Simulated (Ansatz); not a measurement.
Data:

Si (diamond)

```yaml
crystal:
  lattice:
    - [0.00000, 5.44431, 5.44431]
    - [2.72216, 0.00000, 2.72216]
    - [2.72216, 2.72216, 0.00000]
  atoms:
    - { symbol: Si, position: [0.25000, 0.50000, 0.50000] }
    - { symbol: Si, position: [0.75000, 0.50000, 0.50000] }
    - { symbol: Si, position: [0.37500, 0.75000, 0.75000] }
    - { symbol: Si, position: [0.87500, 0.75000, 0.75000] }
```

The atoms are displaced by Q × the pattern below (from a DFPT mode at L = (0.5, 0.0, 0.0), largest move 1; Q in Å), at fixed cell. (q is in reciprocal vectors of the primitive cell; the cell shown is doubled to hold the pattern.)

```json
[
 {"atom": "Si1", "x": "-0.577", "y": "0.577", "z": "0.577"},
 {"atom": "Si2", "x": "0.577", "y": "-0.577", "z": "-0.577"},
 {"atom": "Si3", "x": "-0.577", "y": "0.577", "z": "0.577"},
 {"atom": "Si4", "x": "0.577", "y": "-0.577", "z": "-0.577"}
]
```

These are r2SCAN (plane waves to 500 eV, PAW, scalar-relativistic; Ansatz, a program for electronic structure) values and carry that method's errors. k mesh 5×10×10 (Γ-centred), Fermi-Dirac smearing 0.05 eV. Energies are smeared free energies. Si was relaxed with its symmetry unable to fall. The zero of ΔE is the undisplaced structure.

The scan covers Q from -0.100 to 0.100 Å in 13 points.

### Question
Which space group does the distorted structure have?

### Answer
R-3m (No. 166), lowered from Fd-3m.

### Question
What is the energy change at Q = 0.100 Å?

### Answer
369 meV/cell.

### Question
What harmonic wavenumber does the curvature at Q = 0 give?

### Answer
414 cm⁻¹.

(For displaced atoms, the force is minus the slope of the energy, and its curvature is a force constant, which sets phonon frequencies.)
